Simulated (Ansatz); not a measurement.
# Mg₂TiCr₃S₈, one structure, two calculations

Cell: a Materials Project structure (computed, not necessarily an observed phase).

```cif
data_Mg2TiCr3S8
_symmetry_space_group_name_H-M 'R-3m:H'
_symmetry_Int_Tables_number 166
_cell_length_a 7.2849
_cell_length_b 7.2849
_cell_length_c 17.6519
_cell_angle_alpha 90.000
_cell_angle_beta 90.000
_cell_angle_gamma 120.000
loop_
_atom_site_label
_atom_site_type_symbol
_atom_site_symmetry_multiplicity
_atom_site_Wyckoff_symbol
_atom_site_fract_x
_atom_site_fract_y
_atom_site_fract_z
Mg Mg 6 c 0.0000 0.0000 0.8753
Ti Ti 3 b 0.0000 0.0000 0.5000
Cr Cr 9 e 0.1667 0.3333 0.3333
S7 S 6 c 0.0000 0.0000 0.7366
S8 S 18 h 0.8484 0.6968 0.4107
```

One atom of each set is listed; the run and its k-mesh use a cell of 14 atoms with edges of 7.23, 7.23, 7.23 Å.

First run. Level of theory: DFT, PBE, plane waves and PAW, scalar-relativistic, collinear spin, 420 eV cutoff, Γ-centred 5×5×5 k-points, Fermi–Dirac smearing 0.02 eV (Ansatz 0.2.0). Start moments as typed (μB): 1 on each Ti, 3 on each Cr, none on the rest.

```csv
site,V_zz (10²¹ V/m²),η,m (μB)
Mg,-0.15,0.00,0.02
Ti,-5.30,0.00,0.65
Cr,-1.10,0.13,2.77
S7,-0.50,0.00,-0.06
S8,-3.29,0.37,-0.04
```

Second run. The same atoms and settings, except that the mesh is 6×6×6 and the Fermi–Dirac smearing is 0.05 eV.

(1) Given the first result, estimate the second.

Answers

(1) 

```json
{"site": "Mg", "V_zz": "-0.15", "η": "0.00", "change of V_zz": "0.00", "m (μB)": "0.01"}
{"site": "Ti", "V_zz": "-4.53", "η": "0.00", "change of V_zz": "+0.77", "m (μB)": "0.62"}
{"site": "Cr", "V_zz": "-1.08", "η": "0.14", "change of V_zz": "+0.02", "m (μB)": "2.76"}
{"site": "S7", "V_zz": "-0.47", "η": "0.00", "change of V_zz": "+0.03", "m (μB)": "-0.06"}
{"site": "S8", "V_zz": "-3.25", "η": "0.35", "change of V_zz": "+0.04", "m (μB)": "-0.04"}
```

The largest change of V_zz is on Ti, from -5.30 to -4.53. In per cent, |V_zz| changes by -15 on Ti, -1 on S (all sites that start above 2).

Semilocal functionals can leave a metal where correlation in the d or f shell opens a gap in the real compound, and that would change the values at and beside Cr and Ti. All moments are parallel here, as the start or the cell imposes; many such compounds order antiparallel, where fields and spin densities carried over to other atoms largely cancel. The magnetic order is the one that the run reached from its start moments, not necessarily the measured one.
